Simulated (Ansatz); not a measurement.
A distorted cell of LiH (rock salt):

```yaml
crystal:
  lattice:
    - [0.00000, 4.00544, 4.00544]
    - [2.00272, 2.00272, 4.00544]
    - [2.00272, 2.00272, 0.00000]
  atoms:
    - { symbol: Li, position: [0.99980, 0.00020, 0.99980] }
    - { symbol: Li, position: [0.50020, 0.99980, 0.00020] }
    - { symbol: H, position: [0.99168, 0.50832, 0.49168] }
    - { symbol: H, position: [0.50832, 0.49168, 0.50832] }
```

Method: r2SCAN (plane waves to 500 eV, PAW, scalar-relativistic; Ansatz, a program for electronic structure). k mesh 14×14×14 (Γ-centred), Fermi-Dirac smearing 0.05 eV. Stress and pressure are positive under compression. LiH was relaxed with its symmetry unable to fall.

Problem. Predict the force on every atom, in eV/Å.

Solution. 
| atom | Fx | Fy | Fz |
|---|---|---|---|
| Li1 | 0.000 | 0.015 | 0.000 |
| Li2 | 0.000 | -0.015 | 0.000 |
| H3 | 0.000 | 0.089 | 0.000 |
| H4 | 0.000 | -0.089 | 0.000 |

(A displaced cell: forces are minus the slopes of the energy, force constants its curvatures, and phonons follow from these.)
